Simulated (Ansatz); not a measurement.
Ansatz (a quantum-chemistry and plane-wave program) input:

Ansatz 0.2 input:
```yaml
crystal:
  lattice:
    - [0.0, 2.8023530068, 2.8023530068]
    - [2.8023530068, 0.0, 2.8023530068]
    - [2.8023530068, 2.8023530068, 0.0]
  atoms:
    - { symbol: N, position: [0.25, 0.25, 0.25] }
    - { symbol: La, position: [0.0, 0.0, 0.0] }
kpoints:
  mp_grid: { grid: [9, 9, 9] }
hamiltonian:
  xc: r2scan
  pseudopotentials: { kind: paw }
scf:
  occupations: { method: fixed }
elastic: { mode: relaxed_ion, stencil: two_point, amplitude: 0.005, f_tol: 0.0005 }
output: { polarization: {} }
```

Output (shortened):

```
Pseudopotential: N, paw, valence charge 5
Pseudopotential: La, paw, valence charge 11
Functional definition: r2SCAN
Crystal: 2 atoms, lattice volume = 44.015 Å³
Basis set: ecut = 500 eV, 1139 PW (Γ), exchange–correlation on 120×120×120 points (64 copies of the dense FFT grid, shifted against one another)
Bands: 12, of which v1, the nominal top of the filled ones, is band 8 counted from 1 (7 counted from 0)
Symmetry: 24 space group operations
Space group: F-43m (ITA 216), of the structure as read, at distance tolerance 3.5e-5 Å
k-points: 35 of 729 (time reversal used)
SCF 1 converged in 10 iterations: F = -6652.365232 eV  dr2 = 5.11e-15
Crystal: 2 atoms, lattice volume = 44.015 Å³
SCF 2 converged in 2 iterations: F = -6652.365232 eV  dr2 = 4.98e-15
Crystal: 2 atoms, lattice volume = 43.795 Å³
Basis set: ecut = 500 eV, 1115 PW (Γ), exchange–correlation on 120×120×120 points (64 copies of the dense FFT grid, shifted against one another)
Symmetry: 8 space group operations
k-points: 75 of 729 (time reversal used)
SCF 3 converged in 9 iterations: F = -6652.364889 eV  dr2 = 8.52e-15
Crystal: 2 atoms, lattice volume = 44.235 Å³
SCF 4 converged in 9 iterations: F = -6652.364888 eV  dr2 = 8.04e-15
Crystal: 2 atoms, lattice volume = 44.015 Å³
Basis set: ecut = 500 eV, 1131 PW (Γ), exchange–correlation on 120×120×120 points (64 copies of the dense FFT grid, shifted against one another)
Symmetry: 4 space group operations
k-points: 125 of 729 (time reversal used)
SCF 5 converged in 10 iterations: F = -6652.365102 eV  dr2 = 1.73e-14
relax step   1: F+E_penalty+E_count = -6652.36510202 eV  Δ(F+E_penalty+E_count) = +0.000e0 eV  max|allowed force component| = 1.730e-2 eV/Å  Δτ_max = 0.0000 Å  (10 SCF iters, accepted)
Crystal: 2 atoms, lattice volume = 44.015 Å³
SCF 6 converged in 8 iterations: F = -6652.365131 eV  dr2 = 6.81e-14
relax step   2: F+E_penalty+E_count = -6652.36513120 eV  Δ(F+E_penalty+E_count) = -2.919e-5 eV  max|allowed force component| = 6.300e-4 eV/Å  Δτ_max = 0.0018 Å  (8 SCF iters, accepted)
Crystal: 2 atoms, lattice volume = 44.015 Å³
SCF 7 converged in 8 iterations: F = -6652.365131 eV  dr2 = 2.45e-15
relax step   3: F+E_penalty+E_count = -6652.36513124 eV  Δ(F+E_penalty+E_count) = -3.874e-8 eV  max|allowed force component| = 1.383e-7 eV/Å  Δτ_max = 0.0001 Å  (8 SCF iters, accepted)
Crystal: 2 atoms, lattice volume = 44.015 Å³
SCF 8 converged in 2 iterations: F = -6652.365131 eV  dr2 = 2.54e-15
Crystal: 2 atoms, lattice volume = 44.015 Å³
SCF 9 converged in 10 iterations: F = -6652.365102 eV  dr2 = 2.12e-14
relax step   1: F+E_penalty+E_count = -6652.36510202 eV  Δ(F+E_penalty+E_count) = +0.000e0 eV  max|allowed force component| = 1.730e-2 eV/Å  Δτ_max = 0.0000 Å  (10 SCF iters, accepted)
Crystal: 2 atoms, lattice volume = 44.015 Å³
SCF 10 converged in 8 iterations: F = -6652.365131 eV  dr2 = 6.85e-14
relax step   2: F+E_penalty+E_count = -6652.36513120 eV  Δ(F+E_penalty+E_count) = -2.919e-5 eV  max|allowed force component| = 6.300e-4 eV/Å  Δτ_max = 0.0018 Å  (8 SCF iters, accepted)
Crystal: 2 atoms, lattice volume = 44.015 Å³
SCF 11 converged in 8 iterations: F = -6652.365131 eV  dr2 = 2.42e-15
relax step   3: F+E_penalty+E_count = -6652.36513124 eV  Δ(F+E_penalty+E_count) = -3.875e-8 eV  max|allowed force component| = 1.373e-7 eV/Å  Δτ_max = 0.0001 Å  (8 SCF iters, accepted)
Crystal: 2 atoms, lattice volume = 44.015 Å³
SCF 12 converged in 2 iterations: F = -6652.365131 eV  dr2 = 1.88e-15
SCF converged after 2 iterations
Free energy (F): -6652.365232 eV
Harris-Foulkes:  -6652.365232 eV  (|F-HF|=1.82e-12)
Internal energy: -6652.365232 eV  (E = F + TS)
E sigma→0 (E₀):  -6652.365232 eV
Fermi energy:    9.045458 eV
--- Per-component energies (eV) ---
  E_band       = -39.921216
  E_kinetic    = 323.052157
  E_local      = -578.214123  (includes V_loc(G=0)·N_el)
  E_nonlocal   = 139.433631
  E_hartree    = 195.460860
  E_xc         = -192.825635
  E_vxc        = -246.750428  (∫ρ·V_xc dr)
  E_paw        = -5566.092155  (= ΣΔE_a)
  E_vpaw       = -81.768730  (= ΣTr[D̂ρ^β])
  E_aug_tail   = 0.000018  (compensation charges beyond the density's cutoff)
  E_vtau       = 13.404538  (kinetic-family band-sum trace: ∫τ·v_τ [+ j·A + Jᵃ·Aᵃ] dr)
  E_ewald      = -973.218933
  E_core_change = 0.038948  (= ΣΔE_core)
  E_smearing   =  0.000000  (= −TS)
  E_closure    = 0.000000  (closes the sum)
  Σ components = -6652.365232   (vs F -6652.365232, Δ=0.00e0)
--- Forces (eV/Å), atoms counted from 1 ---
  atom   1  N      0.00000000     0.00000000     0.00000000
  atom   2  La     0.00000000     0.00000000     0.00000000
  max |Σ_I F_I| component: 3.31e-16 eV/Å
--- Stress (GPa, compression-positive) ---
       -0.000004       0.000000       0.000000
        0.000000      -0.000004       0.000000
        0.000000       0.000000      -0.000004
  P = ⅓ Tr σ =  0.0000 GPa ( 0.000 kbar)
--- Band table (eV; the first three rows and the last of 35) ---
  k-point 0: bands = ["-22.7193", "-5.6365", "-5.6365", "-5.6365", "-3.2585", "7.0914", "7.0914", "7.0914", "10.6366", "13.4172", "13.4172", "13.4172"]
  k-point 1: bands = ["-22.7017", "-5.9768", "-5.6582", "-5.6582", "-2.9763", "7.0857", "7.1769", "7.1769", "11.0270", "13.3514", "13.3514", "13.3787"]
  k-point 2: bands = ["-22.6567", "-6.6226", "-5.7123", "-5.7123", "-2.5004", "7.2788", "7.3800", "7.3800", "11.7408", "13.2366", "13.2366", "13.3428"]
  k-point 34: bands = ["-22.5175", "-7.5243", "-6.3462", "-6.0855", "-1.4194", "7.6350", "8.0466", "8.8938", "11.7341", "12.8545", "13.5115", "13.6098"]
--- Elastic constants: 2 strain directions × 2 members + reference (group order 24) ---
  dense FFT box of the reference and of every strained cell: 30×30×30
  strains applied: 11, 23; error gains: componentwise 1.00 (the most a stress slope's error grows in a printed constant), spectral 1.73 (1 for all six strains …
  C = ∂σ_k/∂η_j (tension-positive GPa; Voigt order 11 22 33 23 13 12):
       101.453     84.142     84.142      0.000      0.000      0.000
        84.142    101.453     84.142      0.000      0.000      0.000
        84.142     84.142    101.453      0.000      0.000      0.000
         0.000      0.000      0.000     30.895      0.000      0.000
         0.000      0.000      0.000      0.000     30.895      0.000
         0.000      0.000      0.000      0.000      0.000     30.895
  reference stress σ⁰ (GPa):      0.000      0.000      0.000      0.000      0.000      0.000
  moduli (Voigt/Reuss/Hill, GPa): K = 89.91/89.91/89.91   G = 22.00/15.24/18.62   E = 52.25   ν = 0.403
  mechanically stable: yes (min eigenvalue of sym C = 17.31 GPa)
  e, the proper piezoelectric tensor (elastic.mode: relaxed_ion; C/m²; rows x y z; Voigt order 11 22 33 23 13 12):
       0.00000    0.00000    0.00000   -0.34390    0.00000    0.00000
       0.00000    0.00000    0.00000    0.00000   -0.34390    0.00000
       0.00000    0.00000    0.00000    0.00000    0.00000   -0.34390
  ±, each entry's uncertainty from the finite density of the strings (C/m²), an estimate: the size of the correction for it that the entry includes:
       0.00000    0.00000    0.00000    0.03446    0.00000    0.00000
       0.00000    0.00000    0.00000    0.00000    0.03446    0.00000
       0.00000    0.00000    0.00000    0.00000    0.00000    0.03446
  strain η (Voigt 11):  stress-route row diagonal C_11 = 101.45 GPa, energy-path curvature d²(F+E_count+ΔE)/dδ²/Ω₀ = 101.46 GPa
         δ    σ_11 (GPa)             F (eV)   n_scf  n_hpsi   n_pw
    -5.000e-3      -0.5069       -6652.3648891       9   20849   1126   relax 0 steps, max|allowed force component| 6.94e-17 eV/Å
     5.000e-3       0.5077       -6652.3648880       9   20611   1139   relax 0 steps, max|allowed force component| 8.33e-17 eV/Å
  strain η (Voigt 23):  stress-route row diagonal C_44 = 30.89 GPa, energy-path curvature d²(F+E_count+ΔE)/dδ²/Ω₀ = 30.89 GPa
         δ    σ_23 (GPa)             F (eV)   n_scf  n_hpsi   n_pw
    -5.000e-3      -0.1545       -6652.3651312       2   16078   1131   relax 3 steps, max|allowed force component| 1.38e-7 eV/Å
     5.000e-3       0.1545       -6652.3651312       2   16068   1131   relax 3 steps, max|allowed force component| 1.37e-7 eV/Å
--- Formal polarisation (Berry phase): one branch of a lattice of values; only differences between neighbouring runs are physical ---
  axis  mesh            electronic          ionic      p = total  spread (rad)  least overlap  resolved gap  δp at fixed H ≤   (phases in cycles; p mod 1 …
  b1    9×9×9           0.00000000     1.25000000     1.25000000      0.466865         0.9421        2.5293           4.1e-6
  b2    9×9×9           0.00000000     1.25000000     1.25000000      0.466865         0.9421        2.5293           4.1e-6
  b3    9×9×9           0.00000000     1.25000000     1.25000000      0.466865         0.9421        2.5293           4.1e-6
  quantum along a1:   0.09004079 e/Å² =   144.261257 µC/cm²
  quantum along a2:   0.09004079 e/Å² =   144.261257 µC/cm²
  quantum along a3:   0.09004079 e/Å² =   144.261257 µC/cm²
  P = (  0.15917114,   0.15917114,   0.15917114) e/Å² = (  255.020283,   255.020283,   255.020283) µC/cm²  (mod the quanta)
```

Cost: about 2.5 core-minutes (a rough figure) on shared cores.

The start of the workflow was typed in or built on a structure type; neither database checked (COD, Materials Project) lists it. COD files the formula under space group No. 225, so this cell is another polymorph or a model. Its standing as an ambient phase is unchecked. Symmetry was held in the r²SCAN relaxation; whether a distortion lowers the energy is not shown. Spin–orbit coupling is left out wherever it is not named.

Potentials: the later of the program's two PAW sets.

Ansatz is a plane-wave DFT program.
